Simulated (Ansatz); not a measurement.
Y (bcc (W type), Im-3m) at seven volumes, r²SCAN in the plane-wave PAW code Ansatz, scaled uniformly. One row is withheld.

| V (Å³/atom) | P (GPa) |
|---|---|
| 30.579 | 4.25 |
| 31.588 | 2.67 |
| 32.596 | 1.26 |
| 33.604 | 0.00 |
| 34.612 | ? |
| 35.620 | -2.10 |
| 36.628 | -2.96 |

### Question
Fit the shown pressures and predict the withheld one.

### Answer
P = (3/2)B₀(x^(7/2) − x^(5/2))[1 + (3/4)(B′ − 4)(x − 1)] with x = (V₀/V)^(2/3). Least squares on the six rows gives V₀ = 33.608 Å³/atom, B₀ = 39.3 GPa, B′ = 2.97. At V = 34.612, x = 0.9806 and P = -1.11 GPa. The run itself gave -1.12 GPa.

The start of the workflow was typed in or built on a structure type; neither database checked (COD, Materials Project) lists it. It is not the phase usual at ambient conditions (space group No. 194). The cell was relaxed with r²SCAN under the symmetry of its start; its stability against distortions is not shown here. No spin polarisation was allowed.

Potentials: the earlier of the program's two PAW sets.
